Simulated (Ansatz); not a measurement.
The start is a generated trial cell of HfN in the AFLOW prototype AB_oP8_62_c_c (B16, as in GeS). A full variable-cell relaxation at zero pressure is run with r2SCAN (plane waves to 500 eV, PAW, scalar-relativistic; Ansatz, an electronic-structure program). The first steps use a coarse 3×7×6 k-mesh.

Initial structure:
```
CELL_PARAMETERS angstrom
      9.40927     0.00000     0.00000
      0.00000     3.28692     0.00000
      0.00000     0.00000     3.87387
ATOMIC_POSITIONS crystal
  Hf 0.37500 0.25000 0.33300
  Hf 0.87500 0.25000 0.16700
  Hf 0.62500 0.75000 0.66700
  Hf 0.12500 0.75000 0.83300
  N  0.13900 0.25000 0.38900
  N  0.63900 0.25000 0.11100
  N  0.86100 0.75000 0.61100
  N  0.36100 0.75000 0.88900
```

Question: What pressure does the first self-consistent step give?

Answer: -32 GPa (negative: the cell is under tension).

Question: What is the largest force in the starting geometry, and on which atom (counted from 1)?

Answer: About 1.8 eV/Å, on Hf1, Hf2, Hf3, Hf4 (atoms numbered as listed).

Question: Does the structure survive the relaxation? Give the final space group.

Answer: The space group goes from Pnma (No. 62) to Fm-3m (No. 225); the end is rock salt type, with 2 atoms in the primitive cell.

Question: By how much does the energy per atom fall from start to end?

Answer: 0.82 eV/atom.

Question: How do the shortest distances between atoms change?

Answer: The closest pairs of elements (up to four, under 3.6 Å), start → end: Hf–N 2.23 → 2.26 Å; Hf–Hf 3.15 → 3.20 Å; N–N 3.21 → 3.20 Å.

Question: Is the relaxed structure metallic? Give its gap.

Answer: No gap (metallic).

Question: Write out the relaxed structure.

Answer: 
Space group Fm-3m (No. 225); a = b = c = 4.5254 Å, α = β = γ = 90.00°

```csv
atom,site,symmetry,x,y,z
Hf,4b,m-3m,0.5000,0.5000,0.5000
N,4a,m-3m,0.0000,0.0000,0.0000
```
(The calculation used a cell of 2 atoms; values per cell refer to that cell.)

Final values are on a 18×18×18 k-mesh of the relaxed cell. No spin polarisation in the result. The relaxed primitive cell holds an odd number of electrons. A magnetic state may lie lower.

The run could not lose the symmetry of its start; a randomly shaken copy of 4 atoms returns to this structure.
